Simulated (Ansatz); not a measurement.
The start is a generated cell, LiNbSe2 built in the AFLOW prototype ABC2_hP8_194_d_a_f (as in AlCr2C). Cell shape, volume and atoms are optimised at zero target pressure with r2SCAN (plane waves to 500 eV, PAW, scalar-relativistic; Ansatz, a first-principles code). First-step values are on the input's coarse k-mesh.

Ansatz input (later rounds restart from its end on a renewed k-mesh):
Ansatz 0.2 input:
```yaml
crystal:
  lattice:
    - [3.3536019, 0, 0]
    - [-1.676801, 2.9043045, 0]
    - [0, 0, 15.0325793]
  atoms:
    - { symbol: Li, position: [0.33333333, 0.66666667, 0.75] }
    - { symbol: Li, position: [0.66666667, 0.33333333, 0.25] }
    - { symbol: Se, position: [0.33333333, 0.66666667, 0.086] }
    - { symbol: Se, position: [0.66666667, 0.33333333, 0.586] }
    - { symbol: Se, position: [0.66666667, 0.33333333, 0.914] }
    - { symbol: Se, position: [0.33333333, 0.66666667, 0.414] }
    - { symbol: Nb, position: [0, 0, 0] }
    - { symbol: Nb, position: [0, 0, 0.5] }
basis: { ecutwfc: 500, ecutrho_ratio: 4, xc_grid: 4, fft_grid_basis: typed }
kpoints: { mp_grid: { grid: [8, 8, 2] } }
hamiltonian:
  xc: r2scan
  dispersion: none
  pseudopotentials: { kind: paw }
scf: { occupations: { method: fermi_dirac, width: 0.05 } }
relax: { f_tol: 0.01, max_steps: 100, cell: { stress_tol: 0.02 } }
output: { forces: true, stress: true }
```

**Question.** What pressure does the first self-consistent step give?

**Answer.** +42 GPa (positive: the cell is compressed).

**Question.** By how much does the energy per atom fall from start to end?

**Answer.** 1.00 eV/atom.

**Question.** How does the volume per atom move from start to end?

**Answer.** +4.7 %, from 18.30 to 19.16 Å³/atom.

**Question.** How do the shortest distances between atoms change?

**Answer.** The closest pairs of elements (up to four, under 3.6 Å), start → end: Nb–Se 2.33 → 2.64 Å; Li–Se 3.13 → 2.76 Å; Se–Se 3.23 → 3.54 Å; Li–Li 3.35 → 3.54 Å.

**Question.** What band gap does the relaxed structure have at this level?

**Answer.** No gap (metallic).

**Question.** What does it relax into? Give the structure.

**Answer.** 
```cif
data_Li2Nb2Se4
_chemical_formula_sum 'Li2 Se4 Nb2'
_space_group_name_H-M_alt 'P63/mmc'
_space_group_IT_number 194
_space_group_name_Hall '-P 6c 2c'
_cell_length_a 3.54025
_cell_length_b 3.54025
_cell_length_c 14.11974
_cell_angle_alpha 90.000
_cell_angle_beta 90.000
_cell_angle_gamma 120.000
loop_
_atom_site_label
_atom_site_type_symbol
_atom_site_symmetry_multiplicity
_atom_site_Wyckoff_symbol
_atom_site_fract_x
_atom_site_fract_y
_atom_site_fract_z
_atom_site_occupancy
Li1 Li 2 d 0.66667 0.33333 0.25000 1
Se1 Se 4 f 0.33333 0.66667 0.11867 1
Nb1 Nb 2 a 0.00000 0.00000 0.00000 1
```

The space group stays P6₃/mmc (No. 194) (the run could not lower it); the end is AFLOW prototype ABC2_hP8_194_d_a_f (as in AlCr2C), with 8 atoms in the primitive cell. Final values are on a 15×15×4 k-mesh of the relaxed cell. No spin polarisation in the result.

The run could not lose the symmetry of its start.

The first start was generated by placing the elements on the sites of a structure type. Materials Project lists a structure of LiNbSe2 in the same space group, P6₃/mmc (No. 194); the sites were not compared with it, nor with measured phases.
